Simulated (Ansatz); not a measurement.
**Pt: energy along a strain**

Pt, Im-3m, a = 3.168 Å (as given, not relaxed at this level: -10.9 GPa). This isn't the element's structure at ambient conditions. Ansatz: PBEsol, PAW, 420 eV, Γ-centred 22×22×22 mesh on 1 atom, Gaussian smearing 0.15 eV; no spin polarisation. Cell vectors (Å): -1.584 1.584 1.584; 1.584 -1.584 1.584; 1.584 1.584 -1.584. The cell is strained by x per cent times the pattern (0 0 0 0 0 1) in the order xx yy zz yz xz xy (engineering shears), with fractional coordinates held. y is the free energy over the start, V0 = 15.904 Å³/atom. Symmetry makes y even in x.

```tsv
x (%)	y (meV/atom)
-2.00	?
-1.00	0.69
0.00	0.00
0.25	0.04
0.50	0.17
0.75	0.39
1.25	1.08
1.50	1.56
1.75	2.12
```

Question: Fit y = c2 x² + c4 x⁴ to the other rows, get the stiffness along the pattern, and predict the missing energy.

Answer: Least squares on the rows shown. y = 0.6907 x² + 0.0006459 x⁴. The clamped-ion stiffness p·C·p = 2 × 6.907 eV × 160.2 / 15.904 Å³ = 139 GPa, which is C66 in these axes (C44 of the cubic crystal) (second derivative at the start, which stands under stress). At x = -2.00 the fit asked for gives 2.77 meV/atom. The run gave 2.76 meV/atom, so the fit is 0.01 meV/atom too high, a small miss on the scale of the series.

Spin–orbit coupling is left out, which can shift energies with elements as heavy as these.